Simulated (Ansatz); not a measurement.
# In2O: clamped-ion elastic tensor

These are results of DFT PBEsol, scalar-relativistic, plane waves, PAW (Ansatz), not measurements. Plane waves to 420 eV; Γ-centred k mesh 12×12×12; Fermi-Dirac smearing of 0.15 eV. No spin polarisation.

Relaxed structure:
```xyz
3
Lattice="0.0000 3.1285 3.1285 3.1285 0.0000 3.1285 3.1285 3.1285 0.0000" Properties=species:S:1:pos:R:3 pbc="T T T"
In    1.5642    1.5642    1.5642
In    4.6927    4.6927    4.6927
O     0.0000    0.0000    0.0000
```

The cell was built by swapping an element in a database structure (itself possibly hypothetical) and relaxing; it need not be the stable form of this composition. In a metal, frequencies and elastic constants depend on the k mesh and the smearing, soft modes and shear constants most. A semilocal functional can close a gap that the real compound has.

Problem. Give the clamped-ion elastic constants (GPa, Voigt order xx yy zz yz xz xy, on the axes of the cell above).

Solution.
C11 = 64.8, C12 = 48.1, C13 = 48.1, C22 = 64.8, C23 = 48.1, C33 = 64.8, C44 = -29.3, C55 = -29.3, C66 = -29.3 GPa; the others vanish.